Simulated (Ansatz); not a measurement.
One crystal and one scan (frozen-phonon scan) at two levels, PBE (plane waves to 420 eV, PAW, scalar-relativistic; Ansatz, a first-principles code) and r2SCAN (plane waves to 500 eV, PAW, scalar-relativistic; Ansatz), each from its own relaxed cell and on its own mesh.

The crystal is MgO (rock salt); a phonon pattern at L = (0.5, 0.0, 0.0) is frozen into a 4-atom cell, Q being the largest atomic displacement.

MgO was relaxed with its symmetry unable to fall.

| quantity | run 1 | run 2 |
|---|---|---|
| Lattice constant a (Å) | 4.204 | 4.254 |
| Band gap of the relaxed cell, no spin-orbit coupling (eV) | 5.68 | 4.46 |
| Harmonic wavenumber from the curvature (finite differences) (cm⁻¹ (negative: imaginary)) | 551 | 527 |

**Question.** Which run is which level?

**Answer.** Run 2 is PBE, run 1 is r2SCAN. PBE gives the higher value for: lattice constant a. PBE gives the lower value for: band gap of the relaxed cell, no spin-orbit coupling; harmonic wavenumber from the curvature. Both give the same shape of the curve: a single well with its minimum at or next to zero displacement.

(A displaced cell: forces are minus the slopes of the energy, force constants its curvatures, and phonons follow from these.)
